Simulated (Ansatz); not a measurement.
## Ansatz 0.2.0, settings compared: Na2YB2

input.yaml:

```yaml
crystal:
  lattice:
    - [0.0, 4.906805, 3.051697]
    - [0.0, -4.906805, 3.051697]
    - [5.747866, 0.0, -3.051697]
  atoms:
    - { symbol: Na, position: [0.74763, 0.49763, 0.99526] }
    - { symbol: Na, position: [0.00237, 0.75237, 0.50474] }
    - { symbol: Na, position: [0.25237, 0.50237, 0.00474] }
    - { symbol: Na, position: [0.99763, 0.24763, 0.49526] }
    - { symbol: B, position: [0.696, 0.804, 0.25] }
    - { symbol: B, position: [0.054, 0.446, 0.25] }
    - { symbol: B, position: [0.304, 0.196, 0.75] }
    - { symbol: B, position: [0.946, 0.554, 0.75] }
    - { symbol: "Y", position: [0.375, 0.125, 0.25] }
    - { symbol: "Y", position: [0.625, 0.875, 0.75] }
  symmetry: { tolerance: 0.0003 }
kpoints:
  mp_grid: { grid: [4, 4, 4], shift: [0, 0, 0] }
magnetization:
  spin_polarized: false
scf:
  occupations: { method: gaussian, width: 0.1941 }
hamiltonian:
  pseudopotentials: { kind: paw }
  xc: pbesol
basis:
  ecutwfc: 420
output:
  forces: true
  stress: true
  eigenvalues: true
```

The command:

```bash
ansatz run input.yaml --threads 1 --pin off --max-ram 2560MiB --backend cpu --events-out ev --progress --plain --runs-dir out
```

Origin of the cell: a known structure type with other elements, at an estimated volume, so it need not be a known compound.

Output of this run (shortened):

```
SCF iter   1: F=—  HF=-14088.046905 eV  Δρ=5.18e-3  dr2=3.82e-2
SCF iter   2: F=—  HF=-14088.036760 eV  Δρ=2.62e-3  dr2=1.14e-2
SCF iter   3: F=—  HF=-14088.034097 eV  Δρ=5.77e-4  dr2=7.02e-4
SCF iter   4: F=—  HF=-14088.033951 eV  Δρ=1.59e-4  dr2=3.86e-5
SCF iter   5: F=—  HF=-14088.034011 eV  Δρ=3.04e-5  dr2=1.55e-6
SCF iter   6: F=-14088.034011 eV  HF=-14088.034011 eV  Δρ=5.80e-6  dr2=6.23e-8
SCF 1 converged in 6 iterations: F = -14088.034011 eV  dr2 = 6.23e-8
SCF converged after 6 iterations
Free energy (F): -14088.034011 eV
Harris-Foulkes:  -14088.034011 eV  (|F-HF|=3.82e-10)
Internal energy: -14087.889757 eV  (E = F + TS)
E sigma→0 (E₀):  -14087.961884 eV
Entropy (-TS):   -0.144254 eV (-14.425 meV/atom)
Fermi energy:    6.869705 eV
--- Per-component energies (eV) ---
  E_band       = -981.193371
  E_kinetic    = 1253.331354
  E_local      = -6452.153846  (includes V_loc(G=0)·N_el)
  E_nonlocal   = 630.095777
  E_hartree    = 2295.294517
  E_xc         = -613.879773
  E_vxc        = -733.248503  (∫ρ·V_xc dr)
  E_paw        = -6859.840689  (= ΣΔE_a)
  E_vpaw       = -269.799488  (= ΣTr[D̂ρ^β])
  E_aug_tail   = -0.000141  (compensation charges beyond the density's cutoff)
  E_ewald      = -4341.312122
  E_core_change = 0.575164  (= ΣΔE_core)
  E_smearing   = -0.144254  (= −TS)
  Σ components = -14088.034011   (vs F -14088.034011, Δ=0.00e0)
--- Forces (eV/Å), atoms counted from 1 ---
  atom   1  Na     0.387052    -0.000000     0.000000
  atom   2  Na    -0.387052     0.000000     0.000000
[… 3 lines left out …]
  atom   6  B      0.000000     1.387359     0.000000
  atom   7  B      0.000000     1.387359     0.000000
  atom   8  B      0.000000    -1.387359     0.000000
  atom   9  Y      0.000000     0.000000     0.000000
  atom  10  Y     -0.000000     0.000000     0.000000
  max |Σ_I F_I| component: 5.72e-17 eV/Å
--- Stress (GPa, compression-positive) ---
        5.599110       0.000000       0.000000
        0.000000      10.927010       0.000000
        0.000000       0.000000       8.294881
  P = ⅓ Tr σ = 8.2737 GPa (82.737 kbar)
```

The same input was run again with these changes:

1. `scf.eigensolver.kind` default → davidson; `scf.occupations.width` 0.1941 → 0.01
2. `hamiltonian.pseudopotentials` { kind: paw } → { kind: nc }; `scf.eigensolver.kind` default → davidson; `kpoints.mp_grid.grid` [4, 4, 4] → [1, 1, 1]
3. `kpoints.mp_grid.grid` [4, 4, 4] → [2, 2, 2]
4. `basis.xc_grid` default → 3; `magnetization` { spin_polarized: false } → { spin_polarized: true } (starts: ferro); `scf.convergence.dr2_threshold` default → 1.0e-09; typed moments: Na1 1, Na2 2, Na3 3, Na4 1, B5 3, B6 3, B7 1, B8 1, Y9 2, Y10 1

| run | end | SCF iterations | P (GPa) | max force component (eV/Å) | moment (μB) | ΔE(σ→0) (meV/atom) |
| --- | --- | --- | --- | --- | --- | --- |
| base | converged | 6 | 8.27 | 1.387 | – | 0 |
| 1 | converged | 7 | 8.18 | 1.405 | – | 0.29 |
| 2 | converged | 10 | 6.42 | 0.725 | – | – |
| 3 | converged | 7 | 8.18 | 1.557 | – | -12.81 |
| 4 | converged | 13 | 8.27 | 1.387 | 0.00 | 0.00 |

Energies are compared only where functional, datasets, charge and starting cell are the same.

Not properties of the system: run 2 (too coarse or loose: `kpoints.mp_grid.grid` = [1, 1, 1]), run 3 (too coarse or loose: `kpoints.mp_grid.grid` = [2, 2, 2]).

Caveats of the base run: the k mesh is coarse if the cell is a metal; wide smearing.

Run 2: the cutoff lies below the datasets' advice.
Run 4: a starting moment was lost; typed moments were cut to what the open shells hold.

The base run ran for 4.9 s on 1 thread of Intel(R) Xeon(R) 6975P-C (Granite Rapids), with other jobs on the host, peak memory 0.5 GiB, from the program's own first density.
